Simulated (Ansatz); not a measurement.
Crystals of one structure type (diamond) and one family of elements, relaxed and computed with PBE (plane waves, PAW; program Ansatz).

```csv
crystal,V (Å³/atom),B₀ by P(V) fit (GPa)
Os,21.44,205
Ir,21.58,185
Re,22.57,?
Pt,24.07,115
Ta,28.40,70.3
Au,29.28,53.0
Hf,34.97,29.8
```

Problem. Fit a straight line to ln B₀ against ln V and predict the withheld value.

Solution. Least squares on the 6 shown rows: ln B₀ = -3.86 × ln V + (17.091), with a scatter of 6.4 %. For Re this gives 158. The run itself gave 178, a miss of 11.2 % of that.

Typed or built starts, not in the databases checked: Os, diamond; Ir, diamond; Re, diamond; Pt, diamond; Ta, diamond; Au, diamond; Hf, diamond. Not the usual ambient phase: Os, diamond; Ir, diamond; Re, diamond; Pt, diamond; Ta, diamond; Au, diamond; Hf, diamond. All cells were relaxed under the symmetry of their starts (and spin orders); stability against distortions was not tested throughout. Named crystals with no word on spin ran without spin polarisation. Spin–orbit coupling is left out wherever it is not named.

Potentials: the earlier of the program's two PAW sets.
